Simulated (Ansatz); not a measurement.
Input:

YSi2:
```yaml
crystal:
  lattice:
    - [3.74197, 0.00000, 0.00000]
    - [0.00000, 3.74197, 0.00000]
    - [0.00000, 0.00000, 4.53925]
  atoms:
    - { symbol: Si, position: [0.50000, 0.00000, 0.00000] }
    - { symbol: Si, position: [0.00000, 0.50000, 0.00000] }
    - { symbol: Y, position: [0.00000, 0.00000, 0.50000] }
```

This is the r²SCAN-relaxed structure. Cartesian axes are those of the cell as given.

All from the program Ansatz at the r²SCAN level (PAW), unless another level is named. Give the Poisson's ratio.

0.23.

And the elastic constants (relaxed ions, GPa)?

C11 = 167, C12 = 2.6, C13 = 52.6, C33 = 195, C44 = 64.1, C66 = 25.0.

Space group P4/mmm. A made-up cell: these elements were put on the sites of a structure type; neither database checked (COD, Materials Project) lists it. COD files the formula under space group No. 191, so this cell is another polymorph or a model. Its standing as an ambient phase is unchecked. Symmetry was held in the r²SCAN relaxation; its stability against distortions is not shown here. The run is not spin-polarised. As this level gives no gap, shear constants depend on the k-mesh and smearing (Fermi–Dirac, 0.1 eV here).

Potentials: the later of the program's two PAW sets.
